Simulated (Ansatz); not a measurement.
Data:

Starting cell, SiO2 (rutile):

```
SiO2
1.0
    4.23588     0.00000     0.00000
    0.00000     4.23588     0.00000
    0.00000     0.00000     2.68991
Si O
2 4
Cartesian
  2.11794   2.11794   1.34495
  0.00000   0.00000   0.00000
  3.41830   3.41830   1.34495
  1.30036   2.93552   0.00000
  2.93552   1.30036   0.00000
  0.81758   0.81758   1.34495
```

Two-dimensional scan of atom 5 (O, nearest neighbour Si at 1.774 Å; its periodic images, 2.7 Å or more away, move with it): u runs along (1.000, 0.000, 0.000), v along (0.000, 1.000, 0.000) (Cartesian). Cell and other atoms are fixed.

Computed with PBE (plane waves to 420 eV, PAW, scalar-relativistic; Ansatz, a quantum-chemistry and plane-wave program). k mesh 6×6×10 (Γ-centred), Fermi-Dirac smearing 0.05 eV. Energies are smeared free energies. Points where atoms come too close for the PAW data are left out (x in tables, blank in figures). SiO2 was relaxed with its symmetry unable to fall. The PAW data are Ansatz's earlier set. ΔE is measured from the undisplaced structure. Axes are in Å.

The scan covers u from -0.440 to 0.440 Å in 7 points and v from -0.440 to 0.440 Å in 7 points.

Task: In which direction of the plane is the atom held most weakly?

Result: 45° from u towards v.

Task: What are the two principal curvatures of the energy at the centre?

Result: 11.2 and 29.9 eV/Å².

(A displaced cell: forces are minus the slopes of the energy, force constants its curvatures, and phonons follow from these.)
